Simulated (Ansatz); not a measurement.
# NaCl: XPS core lines

Cell: a diffraction structure from the COD, its atoms then relaxed with PBE in this cell, repeated to a supercell; a hole's nearest image is 7.9 Å away.

Space group Fm-3m (No. 225); a = 5.6200 Å.

```
site  Wyckoff  site symmetry       x       y       z
 Na1       4a           m-3m  0.0000  0.0000  0.0000
 Cl9       4b           m-3m  0.5000  0.5000  0.5000
```

One atom of each set is listed; the run and its k-mesh use a cell of 16 atoms with edges of 7.95, 7.95, 7.95 Å.

Method: Kohn–Sham DFT in Ansatz, PBE, plane waves and PAW, scalar-relativistic, 420 eV cutoff, Γ-centred 3×3×3 k-points, fixed occupations.

Each value is a total-energy difference between the cell with one core hole and the ground state (ΔSCF), counted from the top of the valence band. The cell with the hole is spin-polarised, as the shell with the hole is left with one unpaired spin. The periodic images are corrected with the calculated ε∞ = 2.51.

(1) What binding energies does the calculation give for Na 1s, Cl 2p?

The program doubts some values: the cell is too small to check the potential alignment. Absolute PBE values can be off by an eV or more. Multiplets, satellites and widths aren't calculated.

Hardware: 1 thread of Arm Neoverse V1 (aarch64; 28 cores open to the job, memory cap 2.5 GiB, no GPU), a shared host with a load of 0.9 a core. Wall time 66 s, CPU time 66 s, peak memory 0.79 GiB.

Results:

(1) 

```
 line  atom     first shell  E_B (eV)  j = l + ½ / j = l − ½ (eV)
Na 1s     1  6 Cl at 2.81 Å    1068.0                           –
Cl 2p     9  6 Na at 2.81 Å     196.8               196.2 / 197.9
```

For p, d and f shells E_B is the weighted mean of the two lines, whose splitting comes from the free atom's Dirac orbitals.
